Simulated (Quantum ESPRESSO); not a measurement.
# Au2NbHf3LiAl: finding a planted mistake in a log

Computed values, not a measurement. The program is pw.x of Quantum ESPRESSO 7.5 (plane-wave density functional theory). The cell is made up: eight metal atoms on a hexagonal close-packed lattice, with elements, volume, strain and displacements drawn at random and not relaxed, so it may be unstable or far from any real phase. PseudoDojo standard norm-conserving files set the functional (PBE unless stated); there is no spin polarisation or spin-orbit coupling, the Fermi-Dirac width of 0.25 eV means electrons at about 2900 K, and the masses in the input are unused placeholders. Heavy elements are run without spin-orbit coupling, which real alloys of them have. A spin test at this wide smearing found no moment, but such smearing suppresses magnetism that the real alloy may have.

Intended input:

```
&control calculation='scf', pseudo_dir='./dojo.nc.sr.pbe.v0_5.standard.upf', outdir='./o', disk_io='minimal', tprnfor=.true., tstress=.true. /
&system ibrav=0, nat=8, ntyp=5, nbnd=60, ecutwfc=82.02448710, nosym=.true., tot_charge=0,
 occupations='smearing', smearing='fd', degauss=0.0183746611
/
&electrons conv_thr=1.470e-08, electron_maxstep=70, mixing_beta=0.5 /
ATOMIC_SPECIES
Al 1.0 Al.upf
Au 1.0 Au.upf
Hf 1.0 Hf.upf
Li 1.0 Li.upf
Nb 1.0 Nb.upf
CELL_PARAMETERS angstrom
-3.1389 0.0 0.0
0.0 5.4367 -4.9264
0.0 -5.4367 -4.9264
ATOMIC_POSITIONS angstrom
Au 0.0504 0.0886 -0.0237
Nb -0.084 1.877 -2.3544
Hf -0.0149 0.0215 -5.0031
Hf -0.0027 1.8398 -7.4096
Li -1.5548 -1.0216 -2.5553
Au -1.4953 -2.7004 -5.0388
Hf -1.4646 -0.9288 -7.3825
Al -1.5918 2.821 -5.0071
K_POINTS automatic
7 3 3 1 1 1
```

The log is shortened where brackets say so; the opening notice, blank lines, dates and the lines on written files are dropped, and the path of the files is cut. It prints rydbergs, bohrs and kilobars, and counts compression as positive stress. Its total energy is the free energy E - TS of the whole cell.

Log of the intended run:

```
     Program PWSCF v.7.5
     Parallel version (MPI & OpenMP), running on       4 processor cores
     Number of MPI processes:                 4
     Threads/MPI process:                     1
     [start-up lines left out]
     bravais-lattice index     =            0
     lattice parameter (alat)  =       5.9317  a.u.
     unit-cell volume          =    1134.6688 (a.u.)^3
     number of atoms/cell      =            8
     number of atomic types    =            5
     number of electrons       =        93.00
     number of Kohn-Sham states=           60
     kinetic-energy cutoff     =      82.0245  Ry
     charge density cutoff     =     328.0979  Ry
     scf convergence threshold =      1.5E-08
     mixing beta               =       0.5000
     number of iterations used =            8  plain     mixing
     Exchange-correlation= PBE
                           (   1   4   3   4   0   0   0)
     [axes and pseudopotential details left out]
   Cartesian axes
     site n.     atom                  positions (alat units)
         1        Au     tau(   1) = (   0.0160566   0.0282264  -0.0075504  )
         2        Nb     tau(   2) = (  -0.0267610   0.5979802  -0.7500717  )
         3        Hf     tau(   3) = (  -0.0047469   0.0068495  -1.5939023  )
         4        Hf     tau(   4) = (  -0.0008602   0.5861289  -2.3605722  )
         5        Li     tau(   5) = (  -0.4953328  -0.3254643  -0.8140750  )
         6        Au     tau(   6) = (  -0.4763771  -0.8603014  -1.6052757  )
         7        Hf     tau(   7) = (  -0.4665966  -0.2958998  -2.3519386  )
         8        Al     tau(   8) = (  -0.5071203   0.8987225  -1.5951767  )
     number of k points=    32  Fermi-Dirac smearing, width (Ry)=  0.0184
                       cart. coord. in units 2pi/alat
        k(    1) = (  -0.0714286   0.0000000  -0.1061932), wk =   0.0634921
        k(    2) = (  -0.0714286   0.1924513   0.1061932), wk =   0.0634921
     [further k points left out]
     Dense  grid:   113877 G-vectors     FFT dimensions: (  36,  80,  80)
     Estimated max dynamical RAM per process >     306.03 MB
     Estimated total dynamical RAM >       1.11 GB
     Initial potential from superposition of free atoms
     starting charge      92.9849, renormalised to      93.0000
     Starting wfcs are   66 randomized atomic wfcs
     total cpu time spent up to now is        3.1 secs
     per-process dynamical memory:   218.9 Mb
     Self-consistent Calculation
     iteration #  1     ecut=    82.02 Ry     beta= 0.50
     Davidson diagonalization with overlap
     ethr =  1.00E-02,  avg # of iterations =  3.1
     total cpu time spent up to now is        8.3 secs
     total energy              =   -1073.18536956 Ry
     estimated scf accuracy    <       2.99144402 Ry
     iteration #  2     ecut=    82.02 Ry     beta= 0.50
     Davidson diagonalization with overlap
     ethr =  3.22E-03,  avg # of iterations =  4.8
     total cpu time spent up to now is       14.3 secs
     total energy              =   -1072.19647720 Ry
     estimated scf accuracy    <      36.93046604 Ry
     [iterations 3 to 15 left out]
     iteration # 16     ecut=    82.02 Ry     beta= 0.50
     Davidson diagonalization with overlap
     ethr =  3.49E-10,  avg # of iterations =  3.8
     total cpu time spent up to now is       78.6 secs
     total energy              =   -1074.94660232 Ry
     estimated scf accuracy    <       0.00000003 Ry
     iteration # 17     ecut=    82.02 Ry     beta= 0.50
     Davidson diagonalization with overlap
     ethr =  3.67E-11,  avg # of iterations =  3.9
     total cpu time spent up to now is       83.6 secs
     End of self-consistent calculation
     [lines on levels left out]
!    total energy              =   -1074.94660233 Ry
     estimated scf accuracy    <          2.5E-09 Ry
     smearing contrib. (-TS)   =      -0.10902042 Ry
     internal energy E=F+TS    =   -1074.83758191 Ry
     The total energy is F=E-TS. E is the sum of the following terms:
     one-electron contribution =    -524.43387723 Ry
     hartree contribution      =     288.48239418 Ry
     xc contribution           =    -220.85096404 Ry
     ewald contribution        =    -618.03513482 Ry
     convergence has been achieved in  17 iterations
     Forces acting on atoms (cartesian axes, Ry/au):
     atom    1 type  2   force =     0.00204184   -0.01811733    0.00854154
     atom    2 type  5   force =     0.01071933    0.00575619   -0.04587527
     atom    3 type  3   force =     0.01101761   -0.00203235    0.03041069
     atom    4 type  3   force =     0.00501864   -0.00381617   -0.02113068
     atom    5 type  4   force =    -0.00176425    0.01640232    0.01884145
     atom    6 type  2   force =    -0.00736153    0.01428088    0.03510876
     atom    7 type  3   force =    -0.01884187   -0.00185844   -0.04515906
     atom    8 type  1   force =    -0.00082977   -0.01061509    0.01926257
     Total force =     0.095889     Total SCF correction =     0.000285
     Computing stress (Cartesian axis) and pressure
          total   stress  (Ry/bohr**3)                   (kbar)     P=      -69.17
  -0.00049212   0.00001421   0.00001542          -72.39        2.09        2.27
   0.00001421  -0.00051230  -0.00001135            2.09      -75.36       -1.67
   0.00001542  -0.00001135  -0.00040623            2.27       -1.67      -59.76
     init_run     :      2.95s CPU      3.04s WALL (       1 calls)
     electrons    :     80.33s CPU     80.51s WALL (       1 calls)
     forces       :      1.01s CPU      1.02s WALL (       1 calls)
     stress       :      3.37s CPU      3.43s WALL (       1 calls)
     [timing details left out]
     PWSCF        :   1m27.74s CPU   1m28.11s WALL
     JOB DONE.
```

A second run was made from an input with one planted mistake. Its log:

```
     Program PWSCF v.7.5
     Parallel version (MPI & OpenMP), running on       4 processor cores
     Number of MPI processes:                 4
     Threads/MPI process:                     1
     [start-up lines left out]
     bravais-lattice index     =            0
     lattice parameter (alat)  =       5.9317  a.u.
     unit-cell volume          =    1134.6688 (a.u.)^3
     number of atoms/cell      =            8
     number of atomic types    =            5
     number of electrons       =        93.00
     number of Kohn-Sham states=           60
     kinetic-energy cutoff     =      82.0245  Ry
     charge density cutoff     =     328.0979  Ry
     scf convergence threshold =      1.5E-08
     mixing beta               =       0.5000
     number of iterations used =            8  plain     mixing
     Exchange-correlation= PBE
                           (   1   4   3   4   0   0   0)
     [axes and pseudopotential details left out]
   Cartesian axes
     site n.     atom                  positions (alat units)
         1        Au     tau(   1) = (   0.0160566   0.0282264  -0.0075504  )
         2        Nb     tau(   2) = (  -0.0267610   0.5979802  -0.7500717  )
         3        Hf     tau(   3) = (  -0.0047469   0.0068495  -1.5939023  )
         4        Hf     tau(   4) = (  -0.0008602   0.5861289  -2.3605722  )
         5        Li     tau(   5) = (  -0.4443595  -0.3254643  -0.8140750  )
         6        Au     tau(   6) = (  -0.4763771  -0.8603014  -1.6052757  )
         7        Hf     tau(   7) = (  -0.4665966  -0.2958998  -2.3519386  )
         8        Al     tau(   8) = (  -0.5071203   0.8987225  -1.5951767  )
     number of k points=    32  Fermi-Dirac smearing, width (Ry)=  0.0184
                       cart. coord. in units 2pi/alat
        k(    1) = (  -0.0714286   0.0000000  -0.1061932), wk =   0.0634921
        k(    2) = (  -0.0714286   0.1924513   0.1061932), wk =   0.0634921
     [further k points left out]
     Dense  grid:   113877 G-vectors     FFT dimensions: (  36,  80,  80)
     Estimated max dynamical RAM per process >     306.03 MB
     Estimated total dynamical RAM >       1.11 GB
     Initial potential from superposition of free atoms
     starting charge      92.9849, renormalised to      93.0000
     Starting wfcs are   66 randomized atomic wfcs
     total cpu time spent up to now is        3.1 secs
     per-process dynamical memory:   218.9 Mb
     Self-consistent Calculation
     iteration #  1     ecut=    82.02 Ry     beta= 0.50
     Davidson diagonalization with overlap
     ethr =  1.00E-02,  avg # of iterations =  3.1
     total cpu time spent up to now is        8.3 secs
     total energy              =   -1073.18471638 Ry
     estimated scf accuracy    <       2.98898605 Ry
     iteration #  2     ecut=    82.02 Ry     beta= 0.50
     Davidson diagonalization with overlap
     ethr =  3.21E-03,  avg # of iterations =  4.8
     total cpu time spent up to now is       14.3 secs
     total energy              =   -1072.19765414 Ry
     estimated scf accuracy    <      36.88507104 Ry
     [iterations 3 to 15 left out]
     iteration # 16     ecut=    82.02 Ry     beta= 0.50
     Davidson diagonalization with overlap
     ethr =  3.43E-10,  avg # of iterations =  3.6
     total cpu time spent up to now is       78.6 secs
     total energy              =   -1074.94473376 Ry
     estimated scf accuracy    <       0.00000003 Ry
     iteration # 17     ecut=    82.02 Ry     beta= 0.50
     Davidson diagonalization with overlap
     ethr =  3.47E-11,  avg # of iterations =  4.3
     total cpu time spent up to now is       83.7 secs
     End of self-consistent calculation
     [lines on levels left out]
!    total energy              =   -1074.94473377 Ry
     estimated scf accuracy    <          2.8E-09 Ry
     smearing contrib. (-TS)   =      -0.10893885 Ry
     internal energy E=F+TS    =   -1074.83579491 Ry
     The total energy is F=E-TS. E is the sum of the following terms:
     one-electron contribution =    -524.48579117 Ry
     hartree contribution      =     288.50846943 Ry
     xc contribution           =    -220.85196096 Ry
     ewald contribution        =    -618.00651222 Ry
     convergence has been achieved in  17 iterations
     Forces acting on atoms (cartesian axes, Ry/au):
     atom    1 type  2   force =     0.00274752   -0.01804278    0.00859936
     atom    2 type  5   force =     0.01184500    0.00627652   -0.04574523
     atom    3 type  3   force =     0.01391546   -0.00167430    0.02963927
     atom    4 type  3   force =     0.00902553   -0.00499197   -0.02104287
     atom    5 type  4   force =    -0.01049615    0.01632978    0.01954882
     atom    6 type  2   force =    -0.00695112    0.01433110    0.03517800
     atom    7 type  3   force =    -0.01930059   -0.00176921   -0.04524500
     atom    8 type  1   force =    -0.00078566   -0.01045914    0.01906766
     Total force =     0.097211     Total SCF correction =     0.000302
     Computing stress (Cartesian axis) and pressure
          total   stress  (Ry/bohr**3)                   (kbar)     P=      -68.90
  -0.00049613   0.00000809   0.00001118          -72.98        1.19        1.64
   0.00000809  -0.00050498  -0.00001159            1.19      -74.28       -1.70
   0.00001118  -0.00001159  -0.00040397            1.64       -1.70      -59.43
     init_run     :      2.94s CPU      3.02s WALL (       1 calls)
     electrons    :     80.43s CPU     80.62s WALL (       1 calls)
     forces       :      1.00s CPU      1.01s WALL (       1 calls)
     stress       :      3.38s CPU      3.45s WALL (       1 calls)
     [timing details left out]
     PWSCF        :   1m27.83s CPU   1m28.22s WALL
     JOB DONE.
```

Question: the log repeats what the program read. Compare it with the intended run: what was wrong in the second input?

Answer: one coordinate of one atom is wrong. The input lines that differ:

```
- Li -1.5548 -1.0216 -2.5553
+ Li -1.3948 -1.0216 -2.5553
```

|  | intended run | run with the mistake |
| --- | --- | --- |
| free energy (eV) | -14625.394 | -14625.368 |
| entropy term -TS, part of it (eV) | -1.483 | -1.482 |
| pressure (GPa) | -6.92 | -6.89 |
| size of the largest force component (eV/Å) | 1.180 | 1.176 |
| largest change of a force component (eV/Å) |  | 0.225 |
| iterations | 17 | 17 |

For scale, a rerun of the intended cell at a higher cutoff and on a denser mesh moved values by no more than 0.004 eV in energy, 0.04 GPa in stress and 0.007 eV/Å in force, and a second program with other atomic files agreed on that cell to 2 % rms in force and 0.5 GPa in pressure.